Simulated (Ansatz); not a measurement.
Here is an unrelaxed guess for ZrNbGe2.

```cif
data_structure
_symmetry_space_group_name_H-M 'I4/mmm'
_symmetry_Int_Tables_number 139
_cell_length_a 5.4750
_cell_length_b 5.4750
_cell_length_c 5.8022
_cell_angle_alpha 90.000
_cell_angle_beta 90.000
_cell_angle_gamma 90.000
_cell_volume 173.92
loop_
_atom_site_label
_atom_site_type_symbol
_atom_site_symmetry_multiplicity
_atom_site_Wyckoff_symbol
_atom_site_fract_x
_atom_site_fract_y
_atom_site_fract_z
_atom_site_occupancy
Zr1 Zr 2 b 0.00000 0.00000 0.50000 1
Nb1 Nb 2 a 0.00000 0.00000 0.00000 1
Ge1 Ge 4 d 0.00000 0.50000 0.25000 1
```

All numbers below come from DFT PBE, scalar-relativistic, plane waves, PAW in Ansatz 0.2.0. Cutoff 420 eV; k points 4×4×4 on the computed 4-atom cell (Γ-centred); Gaussian smearing, width 0.10 eV; no spin polarisation.

The zero of energy is the elements' standard structures at the same level; no fitted shifts are applied.

Problem. Estimate its pressure, forces and energy as it stands.

Solution. The pressure is -15.3 GPa (the mean over three directions, positive in compression), the largest force is 0.00 eV/Å (symmetry fixes the atoms), and the energy is −0.05 eV/atom against the elements. The shortest distance is 2.90 Å.

Problem. How much does it gain on relaxing, and where does it end?

Solution. Relaxing gains about 0.29 eV/atom (the start's value is from the coarse mesh, so the gain is rough) in 12 ionic steps and ends at −0.33 eV/atom on the finer mesh. The symmetry stays I4/mmm (No. 139). The volume per atom shrinks by 17.8 %, from 21.7 to 17.9 Å³. The shortest distance goes from 2.90 Å (Zr–Nb and Ge–Ge) to 2.87 Å (Nb–Ge and Zr–Ge). The ratio c/a of the conventional cell changes by a factor of 1.12. Conventional cell: a = 4.940 Å, c = 5.856 Å. Zr is surrounded by 8 Ge at 2.87 Å, 2 Nb at 2.93 Å and 4 Nb at 3.49 Å; Nb has 8 Ge at 2.87 Å, 2 Zr at 2.93 Å and 4 Zr at 3.49 Å; Ge is surrounded by 4 Nb at 2.87 Å, 4 Zr at 2.87 Å, 2 Ge at 2.93 Å and 4 Ge at 3.49 Å.

The last run used a 14×14×14 mesh for its 4-atom cell and Gaussian smearing of 0.10 eV. The relaxation can't lower the symmetry of the start. A structure relaxed within its symmetry needn't be a true minimum. Another cell of ZrNbGe2 relaxed alike, in R-3m, lies 109 meV/atom lower, so this cell isn't the stable form at this level.
